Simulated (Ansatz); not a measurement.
GaCuSe2:
```
GaCuSe2
1.0
   -2.75402     2.75402     5.48094
    2.75402    -2.75402     5.48094
    2.75402     2.75402    -5.48094
Cu Ga Se
2 2 4
Direct
  0.00000   0.00000   0.00000
  0.75000   0.25000   0.50000
  0.50000   0.50000   0.00000
  0.25000   0.75000   0.50000
  0.37500   0.36591   0.49091
  0.63409   0.12500   0.00909
  0.87500   0.88409   0.50909
  0.11591   0.62500   0.99091
```

Relaxed with LDA. Special points in fractions of this cell's reciprocal vectors: Γ (0.000, 0.000, 0.000); X (0.000, 0.000, 0.500); P (0.250, 0.250, 0.250); N (0.000, 0.500, 0.000); M (0.500, 0.500, -0.500); S (0.313, 0.687, -0.313); S0 (-0.313, 0.313, 0.313); R (-0.126, 0.126, 0.500); G (0.500, 0.500, -0.126).

### Question
List the band energies nearest the valence-band maximum at these points for LDA (plane waves, PAW; program Ansatz).

### Answer
In eV from the valence-band maximum; about four levels below and three above (degenerate sets whole), none deeper than 8.9 eV; points with the same levels are listed once.

| k | below | above |
|---|---|---|
| Γ | -1.88 -0.09 -0.09 0.00 | 0.17 1.72 2.08 |
| X | -0.95 -0.95 -0.58 -0.58 | 1.04 1.04 3.33 3.33 |
| P | -0.98 -0.98 -0.80 -0.80 | 1.52 1.52 3.09 3.09 |
| N | -1.52 -1.44 -1.36 -0.68 | 2.22 2.55 3.09 |
| M | -1.41 -1.41 -1.08 -1.08 | 1.69 1.69 1.72 1.72 |
| S | -1.69 -1.39 -0.88 -0.71 | 1.85 2.37 2.40 |
| R | -1.00 -1.00 -0.82 -0.82 | 1.35 1.35 3.90 3.90 |

Space group I-42d (chalcopyrite). Symmetry was held in the LDA relaxation. No spin polarisation was allowed. Spin–orbit coupling is left out wherever it is not named.

Potentials: the later of the program's two PAW sets.
